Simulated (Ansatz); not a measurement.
Values for one crystal, relaxed and computed with PBEsol (plane waves, PAW; program Ansatz); other levels are named.

```yaml
volume_per_atom: 23.63 Å³
electronic_character: metallic (no gap)
hill_bulk_and_shear_moduli: 57.3 and 33.8 GPa
debye_temperature_from_the_elastic_constants: 377 K
Poisson's ratio: 0.25
Young's modulus: 84.8 GPa
Density of states at the Fermi level: 2.0 states/eV per atom (mean over ±0.08 eV)
```

Problem. Which of these materials gives this?
A. Ag, fcc (Cu type)
B. Zn, hcp (Mg type)
C. Li, bcc (W type)
D. Sc, hcp (Mg type)

Solution. D, Sc, hcp (Mg type)

Space group P6_3/mmc (hcp (Mg type)). The cell was relaxed with PBEsol under the symmetry of its start. No spin polarisation was allowed. As this level gives no gap, shear constants depend on the k-mesh and smearing (Fermi–Dirac, 0.1 eV here). On the denser mesh and wider smearing of the elastic run this cell carries a stress of 0.4 GPa.

Potentials: the later of the program's two PAW sets.
